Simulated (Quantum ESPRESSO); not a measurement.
Pt4Al2GaHf, one run as intended and one with a planted mistake

Computed values, not a measurement. The program is pw.x of Quantum ESPRESSO 7.5 (plane-wave density functional theory). The cell is made up: eight metal atoms on a face-centred cubic lattice, with elements, volume, strain and displacements drawn at random and not relaxed, so it may be unstable or far from any real phase. PseudoDojo standard norm-conserving files set the functional (PBE unless stated); there is no spin polarisation or spin-orbit coupling, the Fermi-Dirac width of 0.25 eV means electrons at about 2900 K, and the masses in the input are unused placeholders. Heavy elements are run without spin-orbit coupling, which real alloys of them have. A spin test at this wide smearing found no moment, but such smearing suppresses magnetism that the real alloy may have.

Intended input:

```
&control calculation='scf', pseudo_dir='./dojo.nc.sr.pbe.v0_5.standard.upf', outdir='./o', disk_io='medium', tprnfor=.true., tstress=.true. /
&system ibrav=0, nat=8, ntyp=4, nbnd=66, ecutwfc=84.00895049, nosym=.true., tot_charge=0,
 occupations='smearing', smearing='fd', degauss=0.0183746611
/
&electrons conv_thr=1.470e-08, electron_maxstep=70, mixing_beta=0.5 /
ATOMIC_SPECIES
Al 1.0 Al.upf
Ga 1.0 Ga.upf
Hf 1.0 Hf.upf
Pt 1.0 Pt.upf
CELL_PARAMETERS angstrom
0.0 4.0288 0.0
-4.0288 0.0 -4.0288
-4.0288 0.0 4.0288
ATOMIC_POSITIONS angstrom
Pt 0.1011 -0.01 0.0857
Al -2.1021 0.0983 1.9324
Pt -1.8838 0.0082 -2.1653
Pt -4.0802 0.1593 0.0325
Ga -2.0527 1.9664 0.0885
Hf -3.9369 1.9673 1.9458
Al -4.1474 2.1108 -2.2071
Pt -5.9419 1.9914 0.0759
K_POINTS automatic
6 4 4 1 1 1
```

The log is shortened where brackets say so; the opening notice, blank lines, dates and the lines on written files are dropped, and the path of the files is cut. It prints rydbergs, bohrs and kilobars, and counts compression as positive stress. Its total energy is the free energy E - TS of the whole cell.

Log of the intended run:

```
     Program PWSCF v.7.5
     Parallel version (MPI & OpenMP), running on       1 processor cores
     Number of MPI processes:                 1
     Threads/MPI process:                     1
     [start-up lines left out]
     bravais-lattice index     =            0
     lattice parameter (alat)  =       7.6133  a.u.
     unit-cell volume          =     882.5793 (a.u.)^3
     number of atoms/cell      =            8
     number of atomic types    =            4
     number of electrons       =       103.00
     number of Kohn-Sham states=           66
     kinetic-energy cutoff     =      84.0090  Ry
     charge density cutoff     =     336.0358  Ry
     scf convergence threshold =      1.5E-08
     mixing beta               =       0.5000
     number of iterations used =            8  plain     mixing
     Exchange-correlation= PBE
                           (   1   4   3   4   0   0   0)
     [axes and pseudopotential details left out]
   Cartesian axes
     site n.     atom                  positions (alat units)
         1        Pt     tau(   1) = (   0.0250943  -0.0024821   0.0212718  )
         2        Al     tau(   2) = (  -0.5217683   0.0243993   0.4796465  )
         3        Pt     tau(   3) = (  -0.4675834   0.0020353  -0.5374553  )
         4        Pt     tau(   4) = (  -1.0127581   0.0395403   0.0080669  )
         5        Ga     tau(   5) = (  -0.5095066   0.4880858   0.0219668  )
         6        Hf     tau(   6) = (  -0.9771892   0.4883092   0.4829726  )
         7        Al     tau(   7) = (  -1.0294380   0.5239277  -0.5478306  )
         8        Pt     tau(   8) = (  -1.4748560   0.4942911   0.0188394  )
     number of k points=    48  Fermi-Dirac smearing, width (Ry)=  0.0184
                       cart. coord. in units 2pi/alat
        k(    1) = (  -0.1250000   0.0833333   0.0000000), wk =   0.0416667
        k(    2) = (  -0.2500000   0.0833333   0.1250000), wk =   0.0416667
     [further k points left out]
     Dense  grid:    91881 G-vectors     FFT dimensions: (  45,  64,  64)
     Estimated max dynamical RAM per process >     169.67 MB
     Initial potential from superposition of free atoms
     starting charge     102.9900, renormalised to     103.0000
     Starting wfcs are   67 randomized atomic wfcs
     total cpu time spent up to now is       25.8 secs
     per-process dynamical memory:    90.4 Mb
     Self-consistent Calculation
     iteration #  1     ecut=    84.01 Ry     beta= 0.50
     Davidson diagonalization with overlap
     ethr =  1.00E-02,  avg # of iterations =  5.3
     total cpu time spent up to now is       94.3 secs
     total energy              =   -1319.44440864 Ry
     estimated scf accuracy    <       1.37291582 Ry
     iteration #  2     ecut=    84.01 Ry     beta= 0.50
     Davidson diagonalization with overlap
     ethr =  1.33E-03,  avg # of iterations =  2.9
     total cpu time spent up to now is      148.8 secs
     total energy              =   -1319.63555915 Ry
     estimated scf accuracy    <       3.84933821 Ry
     [iterations 3 to 11 left out]
     iteration # 12     ecut=    84.01 Ry     beta= 0.50
     Davidson diagonalization with overlap
     ethr =  1.70E-09,  avg # of iterations =  1.4
     total cpu time spent up to now is      674.6 secs
     total energy              =   -1320.10972305 Ry
     estimated scf accuracy    <       0.00000004 Ry
     iteration # 13     ecut=    84.01 Ry     beta= 0.50
     Davidson diagonalization with overlap
     ethr =  3.75E-11,  avg # of iterations =  2.2
     total cpu time spent up to now is      739.3 secs
     End of self-consistent calculation
     [lines on levels left out]
!    total energy              =   -1320.10972305 Ry
     estimated scf accuracy    <          6.2E-09 Ry
     smearing contrib. (-TS)   =      -0.05775682 Ry
     internal energy E=F+TS    =   -1320.05196623 Ry
     The total energy is F=E-TS. E is the sum of the following terms:
     one-electron contribution =    -502.20123618 Ry
     hartree contribution      =     308.68956218 Ry
     xc contribution           =    -265.20981852 Ry
     ewald contribution        =    -861.33047372 Ry
     convergence has been achieved in  13 iterations
     Forces acting on atoms (cartesian axes, Ry/au):
     atom    1 type  4   force =    -0.03393358    0.00424703   -0.01349957
     atom    2 type  1   force =     0.06994410   -0.04248867    0.03404810
     atom    3 type  4   force =    -0.04013481   -0.01520044    0.12625690
     atom    4 type  4   force =     0.07778253   -0.06236029   -0.07947585
     atom    5 type  2   force =     0.01868003    0.01453817   -0.08013210
     atom    6 type  3   force =    -0.08749201    0.06479269    0.06720424
     atom    7 type  1   force =     0.03738652   -0.01104120    0.02804654
     atom    8 type  4   force =    -0.04223277    0.04751269   -0.08244826
     Total force =     0.282387     Total SCF correction =     0.000396
     Computing stress (Cartesian axis) and pressure
          total   stress  (Ry/bohr**3)                   (kbar)     P=       28.19
   0.00039916  -0.00016847  -0.00000486           58.72      -24.78       -0.72
  -0.00016847   0.00028590   0.00003341          -24.78       42.06        4.91
  -0.00000486   0.00003341  -0.00011017           -0.72        4.91      -16.21
     init_run     :     23.91s CPU     25.57s WALL (       1 calls)
     electrons    :    706.44s CPU    713.50s WALL (       1 calls)
     forces       :     15.70s CPU     15.84s WALL (       1 calls)
     stress       :     59.81s CPU     60.14s WALL (       1 calls)
     [timing details left out]
     PWSCF        :  13m26.45s CPU  13m36.16s WALL
     JOB DONE.
```

A second run has one planted mistake: two atoms have their elements exchanged. The input lines that differ:

```
- Al -4.1474 2.1108 -2.2071
- Pt -5.9419 1.9914 0.0759
+ Pt -4.1474 2.1108 -2.2071
+ Al -5.9419 1.9914 0.0759
```

Its log:

```
     Program PWSCF v.7.5
     Parallel version (MPI & OpenMP), running on       1 processor cores
     Number of MPI processes:                 1
     Threads/MPI process:                     1
     [start-up lines left out]
     bravais-lattice index     =            0
     lattice parameter (alat)  =       7.6133  a.u.
     unit-cell volume          =     882.5793 (a.u.)^3
     number of atoms/cell      =            8
     number of atomic types    =            4
     number of electrons       =       103.00
     number of Kohn-Sham states=           66
     kinetic-energy cutoff     =      84.0090  Ry
     charge density cutoff     =     336.0358  Ry
     scf convergence threshold =      1.5E-08
     mixing beta               =       0.5000
     number of iterations used =            8  plain     mixing
     Exchange-correlation= PBE
                           (   1   4   3   4   0   0   0)
     [axes and pseudopotential details left out]
   Cartesian axes
     site n.     atom                  positions (alat units)
         1        Pt     tau(   1) = (   0.0250943  -0.0024821   0.0212718  )
         2        Al     tau(   2) = (  -0.5217683   0.0243993   0.4796465  )
         3        Pt     tau(   3) = (  -0.4675834   0.0020353  -0.5374553  )
         4        Pt     tau(   4) = (  -1.0127581   0.0395403   0.0080669  )
         5        Ga     tau(   5) = (  -0.5095066   0.4880858   0.0219668  )
         6        Hf     tau(   6) = (  -0.9771892   0.4883092   0.4829726  )
         7        Pt     tau(   7) = (  -1.0294380   0.5239277  -0.5478306  )
         8        Al     tau(   8) = (  -1.4748560   0.4942911   0.0188394  )
     number of k points=    48  Fermi-Dirac smearing, width (Ry)=  0.0184
                       cart. coord. in units 2pi/alat
        k(    1) = (  -0.1250000   0.0833333   0.0000000), wk =   0.0416667
        k(    2) = (  -0.2500000   0.0833333   0.1250000), wk =   0.0416667
     [further k points left out]
     Dense  grid:    91881 G-vectors     FFT dimensions: (  45,  64,  64)
     Estimated max dynamical RAM per process >     169.67 MB
     Initial potential from superposition of free atoms
     starting charge     102.9900, renormalised to     103.0000
     Starting wfcs are   67 randomized atomic wfcs
     total cpu time spent up to now is       28.3 secs
     per-process dynamical memory:    96.7 Mb
     Self-consistent Calculation
     iteration #  1     ecut=    84.01 Ry     beta= 0.50
     Davidson diagonalization with overlap
     ethr =  1.00E-02,  avg # of iterations =  5.4
     total cpu time spent up to now is      110.3 secs
     total energy              =   -1319.40605660 Ry
     estimated scf accuracy    <       1.45208108 Ry
     iteration #  2     ecut=    84.01 Ry     beta= 0.50
     Davidson diagonalization with overlap
     ethr =  1.41E-03,  avg # of iterations =  3.1
     total cpu time spent up to now is      186.2 secs
     total energy              =   -1319.60910688 Ry
     estimated scf accuracy    <       4.34633105 Ry
     [iterations 3 to 11 left out]
     iteration # 12     ecut=    84.01 Ry     beta= 0.50
     Davidson diagonalization with overlap
     ethr =  3.38E-10,  avg # of iterations =  2.0
     total cpu time spent up to now is      775.8 secs
     total energy              =   -1320.12690154 Ry
     estimated scf accuracy    <       0.00000003 Ry
     iteration # 13     ecut=    84.01 Ry     beta= 0.50
     Davidson diagonalization with overlap
     ethr =  2.92E-11,  avg # of iterations =  2.1
     total cpu time spent up to now is      836.4 secs
     End of self-consistent calculation
     [lines on levels left out]
!    total energy              =   -1320.12690155 Ry
     estimated scf accuracy    <          4.4E-09 Ry
     smearing contrib. (-TS)   =      -0.05853904 Ry
     internal energy E=F+TS    =   -1320.06836251 Ry
     The total energy is F=E-TS. E is the sum of the following terms:
     one-electron contribution =    -473.47425339 Ry
     hartree contribution      =     294.32862625 Ry
     xc contribution           =    -265.20995576 Ry
     ewald contribution        =    -875.71277962 Ry
     convergence has been achieved in  13 iterations
     Forces acting on atoms (cartesian axes, Ry/au):
     atom    1 type  4   force =     0.01538578    0.02469220   -0.09059037
     atom    2 type  1   force =     0.09400536   -0.04491670    0.02615262
     atom    3 type  4   force =    -0.05347962   -0.01459402    0.08115533
     atom    4 type  4   force =     0.06281592   -0.02978103   -0.08351572
     atom    5 type  2   force =     0.02706268    0.01694717   -0.07756519
     atom    6 type  3   force =    -0.07162961    0.06127637    0.08813070
     atom    7 type  4   force =    -0.03305013   -0.02827848    0.07595595
     atom    8 type  1   force =    -0.04111038    0.01465449   -0.01972332
     Total force =     0.275140     Total SCF correction =     0.000436
     Computing stress (Cartesian axis) and pressure
          total   stress  (Ry/bohr**3)                   (kbar)     P=       14.94
   0.00006282  -0.00001949  -0.00000428            9.24       -2.87       -0.63
  -0.00001949   0.00000126  -0.00011327           -2.87        0.19      -16.66
  -0.00000428  -0.00011327   0.00024064           -0.63      -16.66       35.40
     init_run     :     26.98s CPU     28.05s WALL (       1 calls)
     electrons    :    779.57s CPU    808.07s WALL (       1 calls)
     forces       :     13.04s CPU     13.17s WALL (       1 calls)
     stress       :     47.74s CPU     49.28s WALL (       1 calls)
     [timing details left out]
     PWSCF        :  14m27.82s CPU  14m59.43s WALL
     JOB DONE.
```

|  | intended run | run with the mistake |
| --- | --- | --- |
| free energy (eV) | -17961.008 | -17961.242 |
| entropy term -TS, part of it (eV) | -0.786 | -0.796 |
| pressure (GPa) | 2.82 | 1.49 |
| size of the largest force component (eV/Å) | 3.246 | 2.417 |
| largest change of a force component (eV/Å) |  | 1.982 |
| iterations | 13 | 13 |

For scale, a rerun of the intended cell at a higher cutoff and on a denser mesh moved values by no more than 0.013 eV in energy, 0.17 GPa in stress and 0.015 eV/Å in force, and a second program with other atomic files agreed on that cell to 2 % rms in force and 0.5 GPa in pressure.